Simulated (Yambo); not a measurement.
**How GW settings move the gap: MoTe2**

G0W0@PBEsol for MoTe2 (space group P6_3/mmc, No. 194) in Yambo. Reference settings: 3×3×1 Γ-centred k mesh, bands 5 to 384 and a 6 Ry block in the screening, 384 bands in G with the Bruneval-Gonze terminator, plasmon pole fitted at 27.2 eV. The PBEsol gap Γ → K on this mesh is 0.87 eV; G0W0 gaps are taken between the same points.

```csv
change from the reference,G0W0 gap Γ → K (eV),shift of the valence edge (eV),rough Yambo cost
reference settings,1.24,0.02,1
"178 bands in W, 178 bands in G",1.23,0.38,about 1/3
266 bands in G,1.24,0.07,–
3 Ry block,1.12,0.27,within a factor of two
5 Ry block,1.22,0.07,within a factor of two
1 Ry block,1.10,0.86,within a factor of two
pole fitted at 10 eV,1.21,0.19,–
no random integration,1.24,0.14,–
"178 bands in G, no terminator",1.16,0.93,–
no terminator,1.23,0.31,–
```

The reference isn't shown to be the converged limit. Costs are rough (shared machines), scaled to the same edge states, and given only for runs that recompute the screening. The mesh misses a band edge: along a dense path the PBEsol gap is 0.55 eV against 0.87 eV on the mesh.

The standard potential for Te keeps a d shell in the valence without the s and p states of that shell. In tests on such compounds this moved G0W0 gaps by up to about 0.9 eV, so absolute quasiparticle energies here are unreliable; differences between settings are what counts.

Spin-orbit coupling is included.

Geometry relaxed with PBE+D3(BJ); primitive cell a = b = 3.4963 Å, c = 13.6896 Å, α = β = 90.00°, γ = 120.00°.

A shift is the quasiparticle energy of the state minus its PBEsol energy.
